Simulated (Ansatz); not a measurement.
Frozen-phonon scan for KZnF3 (cubic perovskite)

Starting cell, KZnF₃ (cubic perovskite):

```
CELL_PARAMETERS angstrom
      8.25492     0.00000     0.00000
      0.00000     4.12746     0.00000
      0.00000     0.00000     4.12746
ATOMIC_POSITIONS crystal
  K  0.00000 0.00000 0.00000
  K  0.50000 0.00000 0.00000
  Zn 0.25000 0.50000 0.50000
  Zn 0.75000 0.50000 0.50000
  F  0.00000 0.50000 0.50000
  F  0.50000 0.50000 0.50000
  F  0.25000 0.00000 0.50000
  F  0.75000 0.00000 0.50000
  F  0.25000 0.50000 0.00000
  F  0.75000 0.50000 0.00000
```

A phonon eigenvector at X = (0.5, 0.0, 0.0) is frozen into this cell: atom i moves by Q times the vector below, so Q is the largest atomic displacement, in Å. The cell is held. (q is in reciprocal vectors of the primitive cell; the cell shown is doubled to hold the pattern.)

```
atom       x      y      z
----  ------  -----  -----
K1     0.111  0.000  0.000
K2    -0.111  0.000  0.000
F5    -1.000  0.000  0.000
F6     1.000  0.000  0.000
```

Atoms not listed stay in place.

These are PBE (plane waves to 420 eV, PAW, scalar-relativistic; Ansatz, a program for electronic structure) values and carry that method's errors. k mesh 4×8×8 (Γ-centred), Fermi-Dirac smearing 0.05 eV. Energies are smeared free energies. Compression counts positive. KZnF3 was relaxed with its symmetry unable to fall. The zero of ΔE is the undisplaced structure.

```
Q (Å)   ΔE (eV/cell)  −dE/dQ from forces (eV/Å)  P (GPa)
------  ------------  -------------------------  -------
-0.180         0.414                      4.834     1.49
-0.150         0.283                      3.907     1.03
-0.120         0.179                      3.047     0.65
-0.090         0.100                      2.240     0.37
-0.060         0.044                      1.472     0.17
-0.030         0.011                      0.730     0.05
0.000          0.000                      0.000     0.01
0.030          0.011                     -0.730     0.05
0.060          0.044                     -1.472     0.17
0.090          0.100                     -2.240     0.37
0.120          0.179                     -3.047     0.65
0.150          0.283                     -3.907     1.03
0.180          0.414                     -4.834     1.49
```

Read from the data:

The energy at Q = 0.180 Å is 414 meV/cell. Space group of the distorted cell: P4/mmm (No. 123), lowered from Pm-3m. Symmetry of the curve: even: the same for both signs. Shape of the curve: a single well with its minimum at or next to zero displacement. Harmonic wavenumber from the curvature (finite differences): 411 cm⁻¹. Wavenumber by perturbation theory (DFPT, on another k mesh): 411 cm⁻¹.

(A displaced cell: forces are minus the slopes of the energy, force constants its curvatures, and phonons follow from these.)
